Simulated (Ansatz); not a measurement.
Sc3InN (anti-perovskite)

```
Sc3InN
1.0
    4.41593     0.00000     0.00000
    0.00000     4.41593     0.00000
    0.00000     0.00000     4.41593
Sc In N
3 1 1
Direct
  0.50000   0.50000   0.00000
  0.00000   0.50000   0.50000
  0.50000   0.00000   0.50000
  0.00000   0.00000   0.00000
  0.50000   0.50000   0.50000
```

The slice is a {210} plane (indices of the conventional cell) through the point (0.500, 0.500, 0.500) (fractional), spanned by u = [100] and v = [021] in vectors of this cell: u (4.42 Å) and v (9.87 Å, at 90° to u). It covers one period; positions are fractions (u, v).

Method: PBEsol (plane waves to 420 eV, PAW, scalar-relativistic; Ansatz, a first-principles code). k mesh 11×11×11. Inside the PAW spheres the values are not all-electron values, and peaks at nuclei hang on which shells count as valence. Sc3InN is run without spin polarisation. Sc3InN was relaxed with its symmetry unable to fall.

Sketch the electron localisation function (ELF) on this plane as a map.


```
|#@% %%%% %@|
|@%* .**. *%|
|..::.  .::.|
|   -++++-  |
|.  =+==+=  |
|  :+-::-+: |
| .=+::::+=.|
|.:++-::-++:|
|  :+=--=+: |
|*- :++++: -|
|#@= =**= =@|
|x#* -**- *#|
|#@= =**= =@|
|*- :++++: -|
|  :+=--=+: |
|.:++-::-++:|
| .=+::::+=.|
|  :+-::-+: |
|.  =+==+=  |
|   -++++-  |
|..::.  .::.|
|@%* .**. *%|
|#@% %%%% %@|
|x#@.@xx@.@#|
```
Scale: ten equal steps from 0.06 (start of ' ') to 0.80 (end of '@'), in the order ' .:-=+*#%@'. Values: electron localisation function (ELF). The map has 11 points along u (one character each, u = 0 at the left) and 24 along v (v = 0 in the bottom row). Points within 0.4 Å of a nucleus are blanked (x), as the pseudised field means little there.
